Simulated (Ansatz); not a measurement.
BeS:
Space group F-43m (No. 216); a = b = c = 4.8683 Å, α = β = γ = 90.00°

```
atom  site  symmetry       x       y       z
----  ----  --------  ------  ------  ------
Be      4a      -43m  0.0000  0.0000  0.0000
S       4d      -43m  0.7500  0.7500  0.7500
```
(The calculation used a cell of 2 atoms; values per cell refer to that cell.)

Relaxed with r²SCAN. Independent-particle spectrum: no excitons, no local fields, no scissors shift; 0.1 eV broadening; ε₁ of the summed bands alone.

Task: Tabulate the dielectric function from r²SCAN (plane waves, PAW; program Ansatz).

Result: 

```tsv
E (eV)	ε₁ xx	ε₂ xx
0.0	5.18	0.00
0.3	5.19	0.00
0.6	5.20	0.00
0.9	5.23	0.00
1.2	5.27	0.00
1.5	5.33	0.00
1.8	5.40	0.00
2.1	5.48	0.00
2.4	5.59	0.00
2.7	5.71	0.00
3.0	5.86	0.00
3.3	6.04	0.00
3.6	6.25	0.00
3.9	6.50	0.00
4.2	6.81	0.00
4.5	7.19	0.00
4.8	7.67	0.00
5.1	8.29	0.00
5.4	9.13	0.00
5.7	10.37	0.00
6.0	12.56	0.00
6.3	17.12	3.25
6.6	17.02	9.43
6.9	15.08	12.42
7.2	12.79	17.79
7.5	5.66	23.75
7.8	-2.88	14.46
8.1	-0.54	14.44
8.4	-3.72	11.54
8.7	-3.62	9.88
9.0	-4.54	8.60
9.3	-4.47	7.07
9.6	-4.34	5.95
9.9	-4.03	4.98
10.2	-3.75	4.27
10.5	-3.48	3.65
10.8	-3.17	3.13
11.1	-2.79	2.71
11.4	-2.47	2.35
11.7	-1.93	2.35
12.0	-2.08	2.40
```

Task: From ε at 6.8 eV (xx: 15.19 + 11.41i), find n, k, the normal reflectivity and the absorption coefficient.

Result: n = 4.13, k = 1.380, R = 41 %, α = 2kE/ħc = 950000 cm⁻¹.

With all bands, ε∞ without local fields is 5.20. DFPT, with local fields, gives 4.94.

Symmetry was held in the r²SCAN relaxation.

Potentials: the earlier of the program's two PAW sets. The files were generated under PBE; for other functionals the program regenerates the frozen cores, and for LDA and PBEsol the local potential too.
